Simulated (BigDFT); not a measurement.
Worked example: self-consistent single point of Mo(NH)(F)3(Cl) (ClF3HMoN) in BigDFT.

Method: BigDFT with PBE, Daubechies wavelet basis, HGH (Krack) norm-conserving potentials made for PBE, isolated boundary conditions.

SMILES: [NH]=[Mo]([F])([F])([F])[Cl]
```xyz
7

Mo    -0.0873     0.1999     0.2747
N      0.2025    -0.9004    -1.0168
H      0.3381    -1.5794    -1.7520
F      0.9872    -0.4555     1.5365
F     -1.3681     1.2222    -0.4272
F     -1.3939    -0.3264     1.3958
Cl     1.3214     1.8396    -0.0110
```

Reference input (self-consistent single point, DFT, PBE, Daubechies wavelet basis, HGH (Krack) norm-conserving potentials made for PBE, isolated boundary conditions): basis = Daubechies wavelets; dft.hgrids = 0.324 bohr; dft.rmult = 5 8; dft.ixc = 11; potentials = built-in HGH-K PBE; boundary_conditions = free; dft.gnrm_cv = 1e-04; dft.itermax = 80; dft.idsx = 6; dft.nrepmax = 3. This run's input differs from it in these lines:

```diff
@@ -2,4 +2,4 @@
 dft:
-  hgrids: 0.324
-  rmult: [5, 8]
+  hgrids: 0.518
+  rmult: [3.5, 5]
   ixc: 11
```

The program printed (abridged):

```
  #------------------------------------------------------------------- Self-Consistent Cycle
 Ground State Optimization:
 - Hamiltonian Optimization: &itrp001
   - Subspace Optimization: &itrep001-01
       Wavefunctions Iterations:
 Calculating wavelets expansion of projectors. Found warnings:  3,
  #WARNING: Projectors too rough: Consider modifying hgrid and/or the localisation radii.
 iter:  1, EKS: -1.63913652705197023E+02, gnrm:  5.38E-01, D:  1.20E+00,
 Calculating wavelets expansion of projectors. Found warnings:  3,
  #WARNING: Projectors too rough: Consider modifying hgrid and/or the localisation radii.
   [... lines left out ...]
  #WARNING: Projectors too rough: Consider modifying hgrid and/or the localisation radii.
 iter:  23, EKS: -1.65614765122778834E+02, gnrm:  1.22E-04, D: -8.33E-07,
 Calculating wavelets expansion of projectors. Found warnings:  3,
  #WARNING: Projectors too rough: Consider modifying hgrid and/or the localisation radii.
 iter:  24, EKS: -1.65614765582532698E+02, gnrm:  9.33E-05, D: -4.60E-07,
       -  &FINAL001  { #---------------------------------------------------------- iter: 25
 Calculating wavelets expansion of projectors. Found warnings:  3,
  #WARNING: Projectors too rough: Consider modifying hgrid and/or the localisation radii.
 iter:  25, EKS: -1.65614765977691121E+02, gnrm:  9.33E-05, D: -3.95E-07,  #FINAL
        #Eigenvalues and New Occupation Numbers
       Orbitals: [
   [... 21 lines left out ...]
 Last Iteration                        : *FINAL001
  #---------------------------------------------------------------------- Forces Calculation
 Total electronic charge               :  47.999830131706
 Electric Dipole Moment (AU):
   P vector                            :  [  2.461797E-01, -1.856257E-01, -5.770438E-01 ]
   norm(P)                             :  6.54248343E-01
 Electric Dipole Moment (Debye):
   P vector                            :  [  6.257264E-01, -4.718135E-01, -1.466699E+00 ]
   norm(P)                             :  1.66293326E+00
  #-------------------------------- Warnings obtained during the run, check their relevance!
 WARNINGS:
   [... lines left out ...]
 BigDFT infocode                       :  0
   [... lines left out ...]
 -  {F: [-6.613275801323E-01,  2.129354331741E-01,  3.201602123096E-01]} # 0004
 -  {F: [ 7.365007135618E-02,  1.477278141290E-01, -5.193965236915E-01]} # 0005
 -  {F: [ 1.002714563903E+00,  9.062092289829E-02,  5.155592784758E-01]} # 0006
 -  {Cl: [-2.421355144934E-01, -1.418825452344E-01,  2.496264375338E-01]} # 0007
 Energy (Hartree)                      : -1.65614765977691121E+02
 Force Norm (Hartree/Bohr)             :  1.60934022106132169E+00
```

The run converged in 25 iterations. Against the reference run the free energy rises by 3.83 eV/atom and the largest force goes from 3.370 to 58.16 eV/Å.

The grid can part forces that symmetry would make equal. Forces above 1 eV/Å remain at this geometry. This run is one point of a test of settings, so its values need not be converged; read them against the reference run alone. The geometry comes from a cheaper method or was typed, in some cases with atoms then moved at random; it is not relaxed at this level, and the species need not be a known compound. A coarse multiplier of 5 or less cuts the tails of heavy atoms' orbitals, which raises levels.

Cost on one core: very roughly 23 core-seconds.
